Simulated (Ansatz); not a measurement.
GeAs in space group I4mm (No. 107; Ge on 2a, As on 2a) at seven volumes, plane-wave PAW PBEsol (Ansatz code), shape and atoms relaxed at each. One row is withheld.

```csv
V (Å³/atom),P (GPa)
18.139,8.22
18.737,4.99
19.335,2.29
19.933,0.00
20.531,?
21.129,-3.49
21.727,-4.85
```

Question: Fit the shown pressures and predict the withheld one.

Answer: Third-order Birch–Murnaghan: P = (3/2)B₀(x^(7/2) − x^(5/2))[1 + (3/4)(B′ − 4)(x − 1)] with x = (V₀/V)^(2/3). Least squares on the six rows gives V₀ = 19.936 Å³/atom, B₀ = 69.26 GPa, B′ = 4.82. At V = 20.531, x = 0.9806 and P = -1.90 GPa. The run itself gave -1.85 GPa.

The workflow started from a Materials Project entry (that database holds measured and hypothetical structures alike); the Crystallography Open Database copy checked does not list it. Whether it is the stable phase at ambient conditions was not checked. Symmetry was held in the PBEsol relaxation; its stability against distortions is not shown here.

Potentials: the later of the program's two PAW sets.
